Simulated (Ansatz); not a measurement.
A (110) slab of Cr (Im-3m (No. 229)), 6 planes, outer planes Cr (top) and Cr (bottom), with 6 atoms (Cr6) in a surface cell of A = 5.498 Å², as cut from the bulk:

```
CELL_PARAMETERS angstrom
2.41475 0.00000 0.00000
-0.80492 2.27665 0.00000
0.00000 0.00000 24.85818
ATOMIC_POSITIONS crystal
Cr 0.50000 0.50000 0.30171
Cr 0.00000 0.00000 0.38103
Cr 0.50000 0.50000 0.46034
Cr 0.00000 0.00000 0.53966
Cr 0.50000 0.50000 0.61897
Cr 0.00000 0.00000 0.69829
```

Theory: Ansatz 0.2.0, DFT LDA, scalar-relativistic, plane waves, PAW. Cutoff 420 eV; k points 15×15×1 on the computed 6-atom cell (Γ-centred); Gaussian smearing, width 0.10 eV; no spin polarisation.

Against the same 6 atoms in the bulk, the slab as cut lies 2.603 eV higher and the relaxed slab 2.555 eV higher.

Problem. Work out the surface energy before and after relaxation.

Solution. The slab has two faces, so γ = (E_slab − N·E_bulk)/(2A), the mean of both. As cut: 2.603/(2 × 5.498) = 0.2367 eV/Å², and 1 eV/Å² = 16.02 J/m², so γ = 3.79 J/m². Relaxed: 2.555/(2 × 5.498) = 0.2324 eV/Å² = 3.72 J/m². Relaxation recovers 1.8 % of the cost of cutting.

Problem. What is the ideal work of this cut, per area?

Solution. Griffith's ideal work is 2γ: 7.58 J/m² if the new faces stay rigid, 7.44 J/m² if they relax. One thickness was run, 6 planes, so γ can still shift with it.

The slab was run without spin polarisation; whether its Cr atoms carry moments at the surface wasn't tested.